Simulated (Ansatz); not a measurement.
**Band table of SnTe (zincblende type)**

```
Sn Te
1.0
     0.00000    2.86503    2.86503
     2.86503    0.00000    2.86503
     2.86503    2.86503    0.00000
Sn Te
1 1
Direct
  0.00000 0.00000 0.00000
  0.25000 0.25000 0.25000
```

The cell comes from a relaxation on PAW files under the same functional, begun from a prototype that needn't be the stable phase.

All numbers are LDA results (scalar-relativistic) from Ansatz 0.2.0, with a Γ-centred 12×12×12 k mesh, Fermi–Dirac smearing of 0.1 eV, no spin polarisation. Methods: LAPW: all electrons, basis error target 1 meV/atom.

This run: volume at 0.55 of the series' base cell.

Spin–orbit coupling is left out, which matters for the heavy atoms. The structure type is held throughout; the real material can change phase at far lower pressure.

Path points, in fractions of the reciprocal vectors: Γ (0.000, 0.000, 0.000), X (-0.500, -0.500, 0.000), U (-0.375, -0.375, 0.250), K (-0.375, 0.000, 0.375), L (0.000, 0.000, 0.500), W (-0.500, -0.250, 0.250). The distance column jumps between branches of the path. Levels in eV from the Fermi level; bands 14 to 26, counted from the lowest band of the run. The gap is zero, the pressure 57.2 GPa.

```
# k(1/Å) point b14 b15 b16 b17 b18 b19 b20 b21 b22 b23 b24 b25 b26
0.000 Γ -23.08 -23.08 -23.08 -22.93 -22.93 -16.92 -3.43 -3.43 -3.43 -2.21 0.16 0.16 0.16
0.137 - -23.09 -23.08 -23.08 -22.93 -22.93 -16.86 -4.20 -3.68 -3.68 -1.48 -0.04 0.48 0.48
0.274 - -23.10 -23.07 -23.07 -22.93 -22.93 -16.66 -5.36 -4.22 -4.22 -0.72 -0.25 1.25 1.25
0.411 - -23.12 -23.06 -23.06 -22.94 -22.92 -16.34 -6.55 -4.84 -4.84 -1.05 0.24 2.24 2.24
0.548 - -23.14 -23.05 -23.05 -22.94 -22.92 -15.90 -7.72 -5.41 -5.41 -1.44 0.13 3.33 3.33
0.685 - -23.16 -23.03 -23.03 -22.95 -22.92 -15.36 -8.83 -5.89 -5.89 -1.72 -0.38 4.46 4.46
0.822 - -23.18 -23.02 -23.02 -22.95 -22.92 -14.77 -9.85 -6.25 -6.25 -1.86 -0.93 5.60 5.60
0.959 - -23.19 -23.01 -23.01 -22.96 -22.92 -14.23 -10.65 -6.46 -6.46 -1.86 -1.37 6.65 6.65
1.097 X -23.19 -23.01 -23.01 -22.96 -22.92 -13.97 -11.00 -6.54 -6.54 -1.76 -1.62 7.20 7.20
1.145 - -23.19 -23.01 -23.01 -22.96 -22.92 -13.97 -10.99 -6.58 -6.53 -1.73 -1.58 7.10 7.12
1.193 - -23.19 -23.01 -23.01 -22.96 -22.92 -13.97 -10.98 -6.69 -6.51 -1.68 -1.40 6.85 6.90
1.242 - -23.19 -23.01 -23.01 -22.96 -22.92 -13.96 -10.97 -6.85 -6.47 -1.64 -1.10 6.52 6.60
1.290 - -23.19 -23.02 -23.01 -22.96 -22.92 -13.96 -10.95 -7.04 -6.42 -1.59 -0.70 6.16 6.25
1.339 - -23.19 -23.02 -23.02 -22.95 -22.92 -13.96 -10.92 -7.23 -6.35 -1.53 -0.23 5.80 5.89
1.387 - -23.18 -23.02 -23.02 -22.95 -22.92 -13.97 -10.89 -7.41 -6.27 -1.46 0.28 5.43 5.51
1.436 - -23.18 -23.02 -23.02 -22.95 -22.92 -13.99 -10.85 -7.56 -6.18 -1.38 0.84 5.09 5.14
1.484 U -23.18 -23.03 -23.02 -22.95 -22.93 -14.03 -10.80 -7.68 -6.07 -1.29 1.41 4.77 4.77
2.156 K -23.18 -23.03 -23.02 -22.95 -22.93 -14.03 -10.80 -7.68 -6.07 -1.29 1.41 4.77 4.77
2.301 - -23.17 -23.03 -23.03 -22.94 -22.93 -14.28 -10.52 -7.77 -5.69 -0.97 2.82 3.72 4.29
2.446 - -23.15 -23.04 -23.04 -22.93 -22.93 -14.72 -10.02 -7.49 -5.23 -0.64 2.63 2.79 3.37
2.592 - -23.14 -23.05 -23.05 -22.93 -22.93 -15.26 -9.26 -6.93 -4.75 -0.42 1.98 2.20 2.51
2.737 - -23.13 -23.06 -23.05 -22.93 -22.93 -15.81 -8.28 -6.18 -4.29 -0.45 1.32 1.54 2.33
2.883 - -23.11 -23.07 -23.06 -22.93 -22.93 -16.27 -7.10 -5.31 -3.90 -0.68 0.81 0.92 2.27
3.028 - -23.10 -23.08 -23.07 -22.93 -22.93 -16.63 -5.78 -4.43 -3.63 -1.01 0.45 0.47 1.55
3.173 - -23.09 -23.08 -23.08 -22.93 -22.93 -16.85 -4.40 -3.72 -3.48 -1.55 0.23 0.23 0.55
3.319 Γ -23.08 -23.08 -23.08 -22.93 -22.93 -16.92 -3.43 -3.43 -3.43 -2.21 0.16 0.16 0.16
3.437 - -23.09 -23.08 -23.08 -22.93 -22.93 -16.87 -4.19 -3.52 -3.52 -1.72 0.27 0.27 0.30
3.556 - -23.09 -23.08 -23.08 -22.93 -22.93 -16.73 -5.40 -3.73 -3.73 -1.42 0.55 0.55 0.90
3.675 - -23.10 -23.07 -23.07 -22.93 -22.93 -16.49 -6.64 -4.00 -4.00 -1.49 0.89 0.89 1.86
3.794 - -23.11 -23.07 -23.07 -22.93 -22.93 -16.17 -7.82 -4.27 -4.27 -1.68 1.15 1.15 2.92
3.912 - -23.13 -23.06 -23.06 -22.93 -22.93 -15.78 -8.89 -4.51 -4.51 -1.85 1.29 1.29 3.83
4.031 - -23.13 -23.06 -23.06 -22.93 -22.93 -15.39 -9.79 -4.69 -4.69 -1.99 1.31 1.31 4.05
4.150 - -23.14 -23.05 -23.05 -22.93 -22.93 -15.06 -10.42 -4.80 -4.80 -2.07 1.30 1.30 3.97
4.268 L -23.14 -23.05 -23.05 -22.93 -22.93 -14.92 -10.66 -4.84 -4.84 -2.10 1.29 1.29 3.93
4.365 - -23.14 -23.05 -23.05 -22.93 -22.93 -14.89 -10.64 -5.13 -4.89 -1.81 1.18 1.41 4.14
4.462 - -23.15 -23.05 -23.05 -22.93 -22.93 -14.81 -10.61 -5.75 -5.06 -1.21 0.97 1.78 4.56
4.559 - -23.15 -23.04 -23.04 -22.93 -22.93 -14.68 -10.57 -6.42 -5.34 -0.61 0.82 2.40 4.71
4.656 - -23.16 -23.04 -23.03 -22.94 -22.93 -14.50 -10.55 -6.98 -5.69 -0.11 0.80 3.09 4.50
4.753 - -23.16 -23.04 -23.03 -22.94 -22.93 -14.31 -10.58 -7.37 -6.10 0.32 0.95 3.14 4.23
4.850 - -23.17 -23.03 -23.02 -22.94 -22.93 -14.11 -10.67 -7.53 -6.51 0.72 1.24 2.69 3.59
4.947 - -23.17 -23.03 -23.02 -22.94 -22.93 -13.96 -10.78 -7.48 -6.91 1.11 1.58 2.23 2.97
5.044 W -23.17 -23.03 -23.02 -22.94 -22.93 -13.91 -10.83 -7.32 -7.18 1.49 1.54 2.15 2.60
5.112 - -23.18 -23.03 -23.02 -22.94 -22.93 -13.91 -10.84 -7.29 -7.16 1.07 1.15 2.65 2.98
5.181 - -23.18 -23.03 -23.02 -22.95 -22.93 -13.92 -10.86 -7.21 -7.10 0.45 0.57 3.40 3.66
5.249 - -23.18 -23.03 -23.02 -22.95 -22.93 -13.93 -10.89 -7.10 -7.00 -0.15 0.00 4.18 4.40
5.318 - -23.18 -23.02 -23.01 -22.95 -22.92 -13.94 -10.92 -6.96 -6.89 -0.67 -0.53 4.98 5.16
5.386 - -23.19 -23.02 -23.01 -22.96 -22.92 -13.95 -10.95 -6.80 -6.76 -1.12 -0.98 5.75 5.90
5.455 - -23.19 -23.01 -23.01 -22.96 -22.92 -13.96 -10.97 -6.67 -6.65 -1.46 -1.32 6.46 6.56
5.523 - -23.19 -23.01 -23.01 -22.96 -22.92 -13.97 -10.99 -6.57 -6.57 -1.68 -1.55 7.00 7.03
5.592 X -23.19 -23.01 -23.01 -22.96 -22.92 -13.97 -11.00 -6.54 -6.54 -1.76 -1.62 7.20 7.20
```
